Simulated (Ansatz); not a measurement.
Total density of states per atom from PBEsol in the plane-wave PAW code Ansatz, in 0.25 eV bins, energy from the Fermi level:

```
E (eV) | states/eV/atom
    -7.85 | ### 0.12
    -7.60 | ### 0.12
    -7.35 | #### 0.16
    -7.10 | ####### 0.30
    -6.85 | ########### 0.46
    -6.60 | ################ 0.64
    -6.35 | ############# 0.52
    -6.10 | ############### 0.60
    -5.85 | #################### 0.81
    -5.60 | ############## 0.58
    -5.35 | ##################### 0.87
    -5.10 | ######################## 0.98
    -4.85 | ######################## 0.99
    -4.60 | ####################### 0.92
    -4.35 | ###################### 0.91
    -4.10 | ################### 0.79
    -3.85 | ##################### 0.87
    -3.60 | ################### 0.75
    -3.35 | ############ 0.51
    -3.10 | ################# 0.68
    -2.85 | ############### 0.63
    -2.60 | ################# 0.69
    -2.35 | ########################### 1.10
    -2.10 | ############################## 1.22
    -1.85 | ######################## 0.99
    -1.60 | ######################## 0.96
    -1.35 | ##################### 0.86
    -1.10 | ############# 0.52
    -0.85 | ############### 0.61
    -0.60 | ########### 0.45
    -0.35 | ######### 0.37
    -0.10 | ######## 0.31
     0.15 | ######## 0.32
     0.40 | ######### 0.38
     0.65 | ######### 0.37
     0.90 | ######## 0.33
     1.15 | ####### 0.27
     1.40 | ####### 0.30
     1.65 | ############## 0.58
     1.90 | ################# 0.70
     2.15 | ##################### 0.84
     2.40 | ################# 0.71
     2.65 | ############# 0.54
     2.90 | ######## 0.32
     3.15 | ######## 0.32
     3.40 | #### 0.17
     3.65 | ###### 0.25
     3.90 | ####### 0.27
     4.15 | ############### 0.62
     4.40 | ###################### 0.88
     4.65 | ################# 0.69
```

### Question
Which of these materials gives this?
A. YB2Ir3, P6/mmm (B on 2c, Y on 1a, Ir on 3g)
B. Na4IrO4, I4/m (Na on 8h, Ir on 2a, O on 8h)
C. CeIr5, P6/mmm (Ir on 2c, Ce on 1a, Ir on 3g)
D. Cs2MnSe2, Ibam (Mn on 4a, Se on 8j, Cs on 8j)

### Answer
A, YB2Ir3, P6/mmm (B on 2c, Y on 1a, Ir on 3g). Within 0.5 eV of the Fermi level: Ir 5d 55 %, Y 4d 19 %, B 2p 15 %. Projections are on Löwdin-orthogonalised atomic valence shells; empty p or d shells of many metals are not among them.

The workflow started from an entry of the Crystallography Open Database (COD); the relaxed space group is not among those it files for this formula. COD files the formula under space group No. 12, so this cell is another polymorph or a model. Whether it is the stable phase at ambient conditions was not checked. The PBEsol relaxation kept the symmetry of its start; whether a distortion lowers the energy is not shown. No spin polarisation was allowed. Spin–orbit coupling is left out wherever it is not named.

Potentials: the later of the program's two PAW sets.
